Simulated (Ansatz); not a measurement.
Relaxed-ion elastic tensor of LuBi (rock salt, space group No. 225) in GPa (Voigt order), plane-wave PAW LDA (Ansatz code); density 11.45 g/cm³, 27.84 Å³ per atom.

```
 164  16.8  16.8   0.0   0.0   0.0
16.8   164  16.8   0.0   0.0   0.0
16.8  16.8   164   0.0   0.0   0.0
 0.0   0.0   0.0  24.1   0.0   0.0
 0.0   0.0   0.0   0.0  24.1   0.0
 0.0   0.0   0.0   0.0   0.0  24.1
```

**Question.** Is the crystal mechanically stable?

**Answer.** Yes: the smallest eigenvalue of C is 24.1 GPa.

**Question.** Work out the Voigt, Reuss and Hill averages.

**Answer.** K_V = 66.0, K_R = 66.0, K_H = 66.0; G_V = 44.0, G_R = 33.0, G_H = 38.5 GPa.

**Question.** Give Young's modulus, Poisson's ratio, Pugh's ratio and the universal anisotropy index.

**Answer.** E = 9KG/(3K + G) = 96.7 GPa; ν = 0.26; K/G = 1.71 (near the Pugh limit of 1.75, no verdict); A_U = 5G_V/G_R + K_V/K_R − 6 = 1.67.

**Question.** Estimate the sound speeds and the Debye temperature.

**Answer.** v_l = √((K + 4G/3)/ρ) = 3200 m/s, v_t = √(G/ρ) = 1830 m/s, mean 2040 m/s; Θ = (h/k)(3n/4πV)^(1/3) v_m = 200 K.

**Question.** Give the Zener ratio and Young's modulus along [100], [110] and [111].

**Answer.** A = 2C44/(C11 − C12) = 0.33; 1/E = S11 − 2(S11 − S12 − S44/2)Γ with Γ = 0, 1/4, 1/3 gives 161, 75.8, 64.4 GPa.

Space group Fm-3m (rock salt). The first step of the workflow began from a Materials Project structure, measured or hypothetical; the Crystallography Open Database copy checked does not list it. With Lu and Bi taken as one species the cell has the higher symmetry Pm-3m, so it may be an ordered model of a mixed-site phase. Its standing as an ambient phase is unchecked. The cell was relaxed with LDA under the symmetry of its start; of distortions, only those at the zone centre were tested. As this level gives no gap, shear constants depend on the k-mesh and smearing (Fermi–Dirac, 0.1 eV here). Scalar-relativistic: spin–orbit coupling is off unless named, which matters more the heavier the elements.

Potentials: the later of the program's two PAW sets.
